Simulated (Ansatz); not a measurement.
Polymorphs of CuAu3, each relaxed with PBEsol (plane waves, PAW; program Ansatz):

A: Cu3Au type (Pm-3m)
a = 3.974 Å, b = 3.974 Å, c = 3.974 Å, α = 90.00°, β = 90.00°, γ = 90.00°

```
atom  site  symmetry       x       y       z
----  ----  --------  ------  ------  ------
Cu      1a      m-3m  0.0000  0.0000  0.0000
Au      3c    4/mm.m  0.0000  0.5000  0.5000
```

B: I4/mmm
a = b = 3.9662 Å, c = 7.9978 Å, α = β = γ = 90.00°

| atom | site | symmetry | x | y | z |
|---|---|---|---|---|---|
| Cu | 2a | 4/mmm | 0.0000 | 0.0000 | 0.0000 |
| Au | 4d | -4m2 | 0.0000 | 0.5000 | 0.2500 |
| Au | 2b | 4/mmm | 0.0000 | 0.0000 | 0.5000 |

Problem. Put the candidates in order of energy per atom at 0 K, lowest first, for PBEsol.

Solution. A (+0 meV/atom), B (+5 meV/atom)

Standing as an ambient phase not checked: A; B. All cells were relaxed under the symmetry of their starts (and spin orders); stability against distortions was not tested throughout. Rows with no word on spin ran without spin polarisation. Scalar-relativistic: spin–orbit coupling is off unless named, which matters more the heavier the elements.

Energies hold the estimated change up to a 700 eV cutoff; steps of a few meV lie near the error of the meshes.

Potentials: the later of the program's two PAW sets.
